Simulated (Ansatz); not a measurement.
VN (rock salt, Fm-3m) under volume change, the program Ansatz at the LDA level (PAW), scaled uniformly.

```json
[
 {"V (Å³/atom)": "7.512", "E − E(relaxed) (meV/atom)": "(withheld)", "P (GPa)": "(withheld)"},
 {"V (Å³/atom)": "7.760", "E − E(relaxed) (meV/atom)": "(withheld)", "P (GPa)": "(withheld)"},
 {"V (Å³/atom)": "8.008", "E − E(relaxed) (meV/atom)": "8.9", "P (GPa)": "11.89"},
 {"V (Å³/atom)": "8.255", "E − E(relaxed) (meV/atom)": "0.0", "P (GPa)": "-0.03"},
 {"V (Å³/atom)": "8.503", "E − E(relaxed) (meV/atom)": "8.1", "P (GPa)": "-10.19"},
 {"V (Å³/atom)": "8.751", "E − E(relaxed) (meV/atom)": "30.7", "P (GPa)": "-18.86"},
 {"V (Å³/atom)": "8.998", "E − E(relaxed) (meV/atom)": "65.7", "P (GPa)": "-26.24"}
]
```

Some entries are withheld; supply them.


- 7.760, E − E(relaxed) (meV/atom): 37.8
- 7.760, P (GPa): 25.86
- 7.512, E − E(relaxed) (meV/atom): 90.1
- 7.512, P (GPa): 42.24

What does a third-order Birch–Murnaghan fit give for V₀, B₀ and B′?

V₀ = 8.26 Å³/atom, B₀ = 366 GPa, B′ = 4.3.

The LDA relaxation kept the symmetry of its start; of distortions, only those at the zone centre were tested. No spin polarisation was allowed.

Potentials: the later of the program's two PAW sets.
